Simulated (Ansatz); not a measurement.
# Bi₂Se₃, one cell by several methods

```
CELL_PARAMETERS angstrom
2.07150 1.19598 9.54533
-2.07150 1.19598 9.54533
0.00000 -2.39196 9.54533
ATOMIC_POSITIONS crystal
Bi 0.40080 0.40080 0.40080
Bi 0.59920 0.59920 0.59920
Se 0.00000 0.00000 0.00000
Se 0.21170 0.21170 0.21170
Se 0.78830 0.78830 0.78830
```

Atoms are numbered in the order listed.

The cell is COD entry 9011965, as deposited and not checked against the literature; nothing was relaxed.

No spin–orbit coupling, which matters for the heavy atoms here.

All numbers are computed: DFT, PBEsol, PAW with Ansatz's default frozen-core files, scalar-relativistic (Ansatz 0.2.0); DFT, PBEsol, all-electron PAW with datasets made for the crystal, scalar-relativistic (Ansatz 0.2.0); DFT, PBEsol, all-electron LAPW, scalar-relativistic (Ansatz 0.2.0).

For PAW: a Γ-centred 6×6×6 k mesh, Fermi–Dirac smearing of 0.03 eV, cutoff 420 eV, no spin polarisation; the PAW files were made with PBE, and the program remakes their frozen cores for this functional. The crystal-made all-electron datasets (AE datasets) take a cutoff of 240 eV at this cell. LAPW targets a basis error of 0.5 meV/atom. The Ansatz runs share mesh, smearing and spin set-up. Plane-wave (PAW) pressures include the program's estimate of the Pulay term.

Stress and pressure are positive in compression.

Levels count from the top of the valence band.

```json
{"quantity": "pressure (GPa)", "PAW": "-0.35", "AE datasets": "-0.33", "LAPW": "-0.33"}
{"quantity": "force on Bi1, z (eV/Å)", "PAW": "-0.179", "AE datasets": "-0.179", "LAPW": "-0.179"}
{"quantity": "force on Se4, z (eV/Å)", "PAW": "-0.080", "AE datasets": "-0.082", "LAPW": "-0.082"}
{"quantity": "band gap (eV)", "PAW": "0.144", "AE datasets": "0.144", "LAPW": "0.145"}
{"quantity": "highest filled level at Γ (eV)", "PAW": "0.000", "AE datasets": "0.000", "LAPW": "0.000"}
{"quantity": "lowest empty level at Γ (eV)", "PAW": "0.144", "AE datasets": "0.144", "LAPW": "0.145"}
{"quantity": "highest filled level at S2 (eV)", "PAW": "-0.682", "AE datasets": "-0.682", "LAPW": "-0.682"}
{"quantity": "lowest empty level at S2 (eV)", "PAW": "1.617", "AE datasets": "1.617", "LAPW": "1.617"}
{"quantity": "highest filled level at H0 (eV)", "PAW": "-0.700", "AE datasets": "-0.699", "LAPW": "-0.699"}
{"quantity": "lowest empty level at H0 (eV)", "PAW": "1.611", "AE datasets": "1.611", "LAPW": "1.611"}
```

PAW's pressure differs from the LAPW value by about 0.01 GPa or less. Datasets made for the crystal and LAPW share parts of one code, so their agreement isn't an independent check.
